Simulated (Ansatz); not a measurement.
Input:

Nb₂SnC:
```xyz
8
Lattice="3.2630 0.0000 0.0000 -1.6315 2.8258 0.0000 0.0000 0.0000 13.7902" Properties=species:S:1:pos:R:3 pbc="T T T"
Nb     0.0000     1.8839     1.1403
Nb     1.6315     0.9419    12.6498
Nb     1.6315     0.9419     8.0354
Nb     0.0000     1.8839     5.7547
Sn     0.0000     1.8839    10.3426
Sn     1.6315     0.9419     3.4475
C      0.0000     0.0000     0.0000
C      0.0000     0.0000     6.8951
```

This is the r²SCAN-relaxed structure.

Question: All from r²SCAN (plane waves, PAW; program Ansatz), unless another level is named. Estimate the Young's modulus.

Answer: 218 GPa.

Question: Give the highest zone-centre frequency.

Answer: 619 cm^-1.

Space group P6_3/mmc. The workflow started from a Materials Project entry (that database holds measured and hypothetical structures alike); the Crystallography Open Database copy checked does not list it. Whether it is the stable phase at ambient conditions was not checked. The r²SCAN relaxation kept the symmetry of its start; of distortions, only those at the zone centre were tested. The run is not spin-polarised. As this level gives no gap, phonon frequencies hold no LO–TO term and depend on the k-mesh and smearing (Fermi–Dirac, 0.1 eV here). Spin–orbit coupling is left out wherever it is not named.

Potentials: the later of the program's two PAW sets.
